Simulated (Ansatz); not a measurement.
ZnSe (zinc blende, space group No. 216), plane-wave PAW PBE (Ansatz code): ε∞ = 7.37, cell volume 47.11 Å³. Infrared-active transverse modes:

| ω_TO (cm⁻¹) | oscillator strength S_xx (e²/amu) |
|---|---|
| 194.5 | 0.1241 |

Compute the static dielectric constant.

Each mode adds (4.921e7/V) S/ω²: 3.43. So ε0 = 10.8.

What LO frequency does the Lyddane–Sachs–Teller relation give?

ω_LO = ω_TO √(ε0/ε∞) = 235 cm⁻¹.

Space group F-43m (zinc blende). The PBE relaxation kept the symmetry of its start; phonons on a q-mesh show no instability. Scalar-relativistic: spin–orbit coupling is off unless named, which matters more the heavier the elements.

Potentials: the later of the program's two PAW sets.
